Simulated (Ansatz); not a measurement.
# Ta2O5 (C2), one atom moved along a line

Theory: DFT PBEsol, scalar-relativistic, plane waves, PAW in Ansatz 0.2.0. Settings: plane waves to 420 eV, k-mesh 8×8×6 (Γ-centred), Gaussian smearing 0.05 eV. Spin–orbit coupling is left out, which matters for the heavy elements here. No spin polarisation. Energies are free energies at this smearing, counted from the undisturbed cell; pressure is positive in compression.

Reference structure (relaxed at this level; it needn't be the usual structure):

```
Ta O
1.0
     2.96215   -2.53804    0.01669
     2.96215    2.53804    0.01669
    -2.67881    0.00000    5.08728
Ta O
2 5
Cartesian
  0.3492 -0.2037 1.4931
  2.8963 -0.2037 3.6276
  0.7944 -1.0381 3.3286
  -1.5155 -0.3282 4.8709
  1.6227 1.1553 2.5603
  4.7610 -0.3282 0.2497
  2.4511 -1.0381 1.7921
```

Atom 5 (O) is moved by x along the Cartesian unit vector (-0.593, -0.633, -0.497); the cell and all other atoms stay fixed.

Task: Over the sampled range (-0.1000 to 0.1000), is the undisturbed cell the lowest point?

Result: Yes, every other sampled point lies higher.

Task: Which end lies higher in energy, -0.1000 or +0.1000?

Result: +0.1000: 86.9 against 77.0.

Task: Does the gap on the k-mesh survive along the scan?

Result: It is 2.40 eV in the undisturbed cell and stays between 2.32 and 2.41 eV.

The scan:

```
  x (Å)  ΔE (meV/cell)
-0.1000           77.0
-0.0667           34.8
-0.0333            8.8
 0.0000            0.0
 0.0167            2.3
 0.0333            9.2
 0.0500           21.0
 0.0667           37.8
 0.0833           59.6
 0.1000           86.9
```